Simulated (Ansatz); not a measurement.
Structure: an ordered 6-atom cell of Ga3As2P on the zincblende lattice (I-4m2), at its r2SCAN minimum. Space group I-4m2 (No. 119), tetragonal; conventional cell a = 3.955 Å, c = 16.783 Å, 21.88 Å³ an atom. P has 4 Ga at 2.39 Å; Ga has 2 P at 2.39 Å and 2 As at 2.44 Å; As has 4 Ga at 2.44 Å; Ga has 4 As at 2.44 Å.

```yaml
crystal:
  lattice:
    - [-1.97765, 1.97765, 8.39149]
    - [1.97765, -1.97765, 8.39149]
    - [1.97765, 1.97765, -8.39149]
  atoms:
    - { symbol: P, position: [0.00000, 0.00000, 0.00000] }
    - { symbol: Ga, position: [0.57953, 0.07953, 0.50000] }
    - { symbol: As, position: [0.66483, 0.66483, 0.00000] }
    - { symbol: Ga, position: [0.25000, 0.75000, 0.50000] }
    - { symbol: As, position: [0.33517, 0.33517, 0.00000] }
    - { symbol: Ga, position: [0.92047, 0.42047, 0.50000] }
```

The questions ask for values computed with the PAW code Ansatz on this geometry. These are computed values for a non-magnetic cell that may be hypothetical; none is a measurement.

Given (10×10×10 mesh): With PBE the gap is 0.87 eV and direct, at Γ.

**Question.** What does PBE+SOC give for the gap (10×10×10 mesh)?

**Answer.** With PBE+SOC the gap is 0.78 eV and direct, at Γ. The gap differs by -0.09 eV from PBE's.

**Question.** Estimate the gap with HSE06 on 6×6×6.

**Answer.** The HSE06 gap is direct at Γ: 1.77 eV. The gap differs by +0.90 eV from PBE's.

**Question.** Order these levels by the gap that they give, smallest first.
A. PBE0
B. r2SCAN
C. PBE
D. HSE06

**Answer.** C (0.87 eV), B (1.37 eV), D (1.77 eV), A (2.36 eV).

Only the levels marked +SOC include spin-orbit coupling.
